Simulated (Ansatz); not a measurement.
SiNi in space group P6/mmm (No. 191; Ni on 3f, Si on 1a, Si on 2d) at seven volumes, PBE (plane waves, PAW; program Ansatz), shape and atoms relaxed at each. One row is withheld.

| V (Å³/atom) | P (GPa) |
|---|---|
| 11.834 | ? |
| 12.224 | 11.67 |
| 12.614 | 5.36 |
| 13.004 | 0.00 |
| 13.394 | -4.53 |
| 13.784 | -8.33 |
| 14.175 | -11.53 |

Fit the shown pressures and predict the withheld one.

P = (3/2)B₀(x^(7/2) − x^(5/2))[1 + (3/4)(B′ − 4)(x − 1)] with x = (V₀/V)^(2/3). Least squares on the six rows gives V₀ = 13.004 Å³/atom, B₀ = 164 GPa, B′ = 4.66. At V = 11.834, x = 1.0649 and P = 19.27 GPa. The run itself gave 19.15 GPa.

The cell is a constructed one: a structure type filled with these elements; neither database checked (COD, Materials Project) lists it. It is not the phase usual at ambient conditions (space group No. 62). Symmetry was held in the PBE relaxation. At this level the phase is dynamically unstable (imaginary phonons). The workflow began spin-polarised and lost its moments.

Potentials: the later of the program's two PAW sets.
